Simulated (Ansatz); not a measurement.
Geometry optimisation in Ansatz: input, command and trajectory.

```yaml
crystal:
  lattice:
    - [0.0, 0.0, -5.2431683713]
    - [-3.2183708025, -5.5743817476, 0.0]
    - [-3.2183708025, 5.5743817476, 0.0]
  atoms:
    - { symbol: Ga, position: [0.4991857176, 0.1652252788, 0.8352305821] }
    - { symbol: Ga, position: [0.5004881326, 0.1657741813, 0.3342333372] }
    - { symbol: Ga, position: [0.5004697726, 0.6652858242, 0.8337458593] }
    - { symbol: Ga, position: [0.5004770087, 0.6652913439, 0.3342283675] }
    - { symbol: Ga, position: [-0.0006438673, 0.3310195211, 0.1665119205] }
    - { symbol: Ga, position: [0.0046608539, 0.3270762088, 0.6649639139] }
    - { symbol: Ga, position: [0.0005380968, 0.8320773856, 0.1673616289] }
    - { symbol: Ga, position: [0.0018100425, 0.831372271, 0.6685436693] }
    - { symbol: C, position: [0.1288406241, 0.1664340696, 0.8383706742] }
    - { symbol: "N", position: [0.124671774, 0.1648986623, 0.3337914034] }
    - { symbol: "N", position: [0.1246577582, 0.6656559216, 0.8345416229] }
    - { symbol: "N", position: [0.1246503076, 0.6656619554, 0.3337791658] }
    - { symbol: "N", position: [0.6262190831, 0.3341629381, 0.1715044217] }
    - { symbol: "N", position: [0.6262170372, 0.3341791805, 0.6653309451] }
    - { symbol: "N", position: [0.623896275, 0.8321394402, 0.1674224472] }
    - { symbol: "N", position: [0.6262018416, 0.8279698125, 0.6653329712] }
  host:
    lattice:
      - [3.2183708025, 0.0, 0.0]
      - [-1.6091854013, 2.7871908738, 0.0]
      - [0.0, 0.0, 5.2431683713]
    atoms:
      - { symbol: Ga, position: [0.6666666667, 0.3333333333, 0.4991348582] }
      - { symbol: Ga, position: [0.3333333333, 0.6666666667, 0.9991348582] }
      - { symbol: "N", position: [0.6666666667, 0.3333333333, 0.8758651418] }
      - { symbol: "N", position: [0.3333333333, 0.6666666667, 0.3758651418] }
total_charge: -1
basis:
  ecutwfc: 420
  xc_grid: 2
kpoints:
  mp_grid: { grid: [3, 3, 3], shift: [0.0, 0.0, 0.0] }
hamiltonian:
  xc: pbe
scf:
  occupations: { method: gaussian, width: 0.01 }
output:
  forces: true
  stress: false
  eigenvalues: true
  charged_corrections:
    defect_position: [0.12413486, 0.16666667, 0.83333333]
    epsilon: [[10.4928, 0.0, 0.0], [0.0, 10.4928, 0.0], [0.0, 0.0, 11.6882]]
  write_density: true
  write_potential: true
  elf: true
  volumetric_format: npy
relax:
  adjacent_minimum: "off"
  f_tol: 0.025
  max_steps: 45
```

```bash
ansatz run input.yaml --threads 4 --pin off --max-ram 8192MiB --backend cpu --events-out ev --progress --plain --runs-dir out
```

All numbers below come from Ansatz 0.2.0, DFT PBE, scalar-relativistic, plane waves, PAW.

The cell holds a point defect: C on a N site (b), charge −1.

Of 4 frames 3 are shown, positions in Å and forces in eV/Å; the SCF threshold varies from step to step.

```xyz
16
Lattice="0.0000 0.0000 -5.2432 -3.2184 -5.5744 0.0000 -3.2184 5.5744 0.0000" Properties=species:S:1:pos:R:3:forces:R:3 pbc="T T T" step=1 free_energy_over_end_meV_per_atom=3.56
Ga   -3.2198    3.7349   -2.6173    0.0404   -0.0971    0.0452
Ga   -1.6092    0.9391   -2.6241   -0.2350   -0.1014    0.1502
Ga   -4.8244    0.9391   -2.6240    0.2417   -0.1056    0.1575
Ga   -3.2168   -1.8455   -2.6241   -0.0139    0.2480    0.2026
Ga   -1.6012   -0.9170    0.0034    0.3937   -0.3416   -0.4417
Ga   -3.1928    1.8835   -0.0244   -0.3804    0.7220   -0.1315
Ga   -3.2166   -3.7054   -0.0028    0.0762    0.0417   -0.2863
Ga   -4.8273   -0.9077   -0.0095   -0.6737   -0.5167   -0.3559
C    -3.2338    3.7456   -0.6755    0.3695   -0.1562    0.5362
N    -1.6050    0.9415   -0.6537    0.0912   -0.0066   -0.0088
N    -4.8282    0.9414   -0.6536    0.1262    0.1633    0.0188
N    -3.2166   -1.8500   -0.6536   -0.0299    0.0408    0.0543
N    -1.6274   -0.9067   -3.2834   -0.1195    0.0889    0.1039
N    -3.2168    1.8460   -3.2834    0.0432   -0.0219   -0.0363
N    -3.2170   -3.7054   -3.2712   -0.0084   -0.0074   -0.0412
N    -4.8060   -0.9066   -3.2833    0.0788    0.0498    0.0327
16
Lattice="0.0000 0.0000 -5.2432 -3.2184 -5.5744 0.0000 -3.2184 5.5744 0.0000" Properties=species:S:1:pos:R:3:forces:R:3 pbc="T T T" step=2 free_energy_over_end_meV_per_atom=0.57
Ga   -3.2179    3.7337   -2.6165    0.0178   -0.0567   -0.0615
Ga   -1.6148    0.9372   -2.6155   -0.0764   -0.0335    0.0182
Ga   -4.8166    0.9371   -2.6179    0.0744   -0.0337    0.0211
Ga   -3.2167   -1.8362   -2.6173   -0.0020    0.0791    0.0290
Ga   -1.5849   -0.9285   -0.0118    0.0664   -0.0676   -0.1774
Ga   -3.2045    1.8993   -0.0233   -0.1990    0.2157   -0.0097
Ga   -3.2145   -3.7027   -0.0103   -0.0003    0.0018   -0.1048
Ga   -4.8460   -0.9214   -0.0190   -0.2289   -0.2144   -0.1136
C    -3.2241    3.7358   -0.6740    0.1657   -0.0456    0.2875
N    -1.6106    0.9435   -0.6454    0.1065   -0.0475   -0.0729
N    -4.8255    0.9394   -0.6492    0.0646    0.1200   -0.0191
N    -3.2186   -1.8447   -0.6492    0.0224    0.0152   -0.0097
N    -1.6279   -0.9040   -3.2892   -0.0290    0.0185    0.1465
N    -3.2149    1.8469   -3.2838    0.0014    0.0311   -0.0027
N    -3.2164   -3.7039   -3.2701    0.0077    0.0005   -0.0104
N    -4.8049   -0.9048   -3.2881    0.0083    0.0173    0.0789
16
Lattice="0.0000 0.0000 -5.2432 -3.2184 -5.5744 0.0000 -3.2184 5.5744 0.0000" Properties=species:S:1:pos:R:3:forces:R:3 pbc="T T T" step=4 free_energy_over_end_meV_per_atom=0.00
Ga   -3.2162    3.7306   -2.6117   -0.0010   -0.0008   -0.0055
Ga   -1.6174    0.9373   -2.6183    0.0003   -0.0002   -0.0003
Ga   -4.8146    0.9372   -2.6183   -0.0020   -0.0009    0.0002
Ga   -3.2162   -1.8320   -2.6180    0.0003    0.0000   -0.0031
Ga   -1.5802   -0.9305   -0.0193   -0.0065    0.0033   -0.0089
Ga   -3.2160    1.9035   -0.0196   -0.0032   -0.0079   -0.0052
Ga   -3.2161   -3.7022   -0.0211   -0.0038   -0.0008    0.0064
Ga   -4.8525   -0.9304   -0.0194    0.0081    0.0032   -0.0067
C    -3.2163    3.7305   -0.6605    0.0001    0.0001    0.0149
N    -1.6092    0.9419   -0.6512    0.0008   -0.0002    0.0117
N    -4.8235    0.9422   -0.6510    0.0066   -0.0028    0.0093
N    -3.2163   -1.8420   -0.6510   -0.0002    0.0060    0.0120
N    -1.6265   -0.9036   -3.2819    0.0010   -0.0015   -0.0080
N    -3.2161    1.8501   -3.2820    0.0006    0.0004   -0.0092
N    -3.2160   -3.7022   -3.2753   -0.0010    0.0006    0.0029
N    -4.8059   -0.9038   -3.2818   -0.0001    0.0012   -0.0106
```

It took 92 s on 4 threads of AMD EPYC (Zen 3), on a shared host, peak memory 0.76 GiB.